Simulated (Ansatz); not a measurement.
Ir:
```
CELL_PARAMETERS angstrom
      0.00000     1.91503     1.91503
      1.91503     0.00000     1.91503
      1.91503     1.91503     0.00000
ATOMIC_POSITIONS crystal
  Ir 0.00000 0.00000 0.00000
```

Relaxed with the program Ansatz at the PBEsol level (PAW). Indices refer to the conventional cell of Fm-3m, a = b = c = 3.830 Å, α = β = γ = 90.00°.

**Question.** Simulate the powder diffraction pattern (Cu Kα, λ = 1.54184 Å; lines above 1 %) up to 2θ = 90°.

**Answer.** Simulated powder pattern, Cu Kα, λ = 1.54184 Å (kinematic, ideal powder, no thermal factors, no anomalous dispersion; the 30 strongest lines at most, above 1 %, up to 2θ = 90°):

```csv
2θ (°),d (Å),I/Imax (%),hkl
40.81,2.211,100,(111)
47.48,1.915,49,(200)
69.40,1.354,33,(220)
83.76,1.155,40,(311)
88.41,1.106,12,(222)
```

The cell was relaxed with PBEsol under the symmetry of its start. The run is not spin-polarised. Spin–orbit coupling is left out wherever it is not named.

Potentials: the earlier of the program's two PAW sets. The files were generated under PBE; for other functionals the program regenerates the frozen cores, and for LDA and PBEsol the local potential too.
